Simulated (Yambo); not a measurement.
A BSE run in Yambo for SrO$_{2}$ (space group Pnma, No. 62) (PBEsol bands; 2×4×4 mesh, 16 valence and 16 conduction bands, static screening with 117 bands and a 3 Ry block, scissor 2.69 eV, Tamm-Dancoff; field along x) gives:

| state | energy (eV) | states within 2 meV | relative strength | class |
|---|---|---|---|---|
| 1 | 3.28 | 1 | < 0.01 | dark |
| 2 | 3.30 | 1 | 1.00 | strong |
| 3 | 3.32 | 1 | < 0.01 | dark |
| 4 | 3.33 | 1 | < 0.01 | dark |
| 5 | 3.51 | 1 | < 0.01 | dark |

Axes are Cartesian, with cell vectors (Å) (8.51, 0.00, 0.00), (0.00, 4.95, 0.00), (0.00, 0.00, 4.72).

What changes when the window shrinks to 14 valence and 10 conduction bands?

The lowest state goes from 3.284 eV to 3.320 eV, and its distance below the direct gap from 2.172 eV to 2.136 eV. These are vertical excitations (zero momentum). The scissor comes from a G0W0 run whose convergence isn't established.

Geometry of the Materials Project entry, not relaxed at this level; primitive cell a = 8.5112 Å, b = 4.9470 Å, c = 4.7242 Å, α = 90.00°, β = 90.00°, γ = 90.00°.

The structure is a Materials Project entry; no match was found in the copy of COD used, and its stability was not checked.
